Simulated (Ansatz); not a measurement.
NbSiO:
```
NbSiO
1.0
    3.24573     0.00000     0.00000
    0.00000     3.24573     0.00000
    0.00000     0.00000     6.88055
Nb Si O
2 2 2
Direct
  0.00000   0.50000   0.70029
  0.50000   0.00000   0.29971
  0.00000   0.00000   0.00000
  0.50000   0.50000   0.00000
  0.50000   0.00000   0.61023
  0.00000   0.50000   0.38977
```

Relaxed with PBEsol. Special points in fractions of this cell's reciprocal vectors: Γ (0.000, 0.000, 0.000); X (0.000, 0.500, 0.000); M (0.500, 0.500, 0.000); Z (0.000, 0.000, 0.500); R (0.000, 0.500, 0.500); A (0.500, 0.500, 0.500).

Question: List the band energies nearest the Fermi level at these points for DFT-PBEsol with spin–orbit coupling in the program Ansatz with PAW potentials.

Answer: In eV from the Fermi level; about four levels below and three above (degenerate sets whole), none deeper than 8.9 eV; points with the same levels are listed once.

```
k                                below                above
-  -----------------------------------  -------------------
Γ              -1.08 -1.08 -0.05 -0.05  0.02 0.02 0.49 0.49
X              -0.65 -0.65 -0.65 -0.65  2.19 2.19 2.19 2.19
M              -3.17 -3.17 -3.17 -3.17  1.15 1.15 1.15 1.15
Z  -3.32 -3.32 -3.31 -3.31 -0.09 -0.09  0.05 0.05 0.18 0.18
R              -0.25 -0.25 -0.25 -0.25  1.31 1.31 1.31 1.31
A              -0.08 -0.08 -0.08 -0.08  1.95 1.95 1.95 1.95
```

Space group P4/nmm. The start of the workflow was typed in or built on a structure type; neither database checked (COD, Materials Project) lists it. Whether it is the stable phase at ambient conditions was not checked. The PBEsol relaxation kept the symmetry of its start; whether a distortion lowers the energy is not shown. The workflow began spin-polarised and lost its moments.

Potentials: the earlier of the program's two PAW sets. The files were generated under PBE; for other functionals the program regenerates the frozen cores, and for LDA and PBEsol the local potential too.
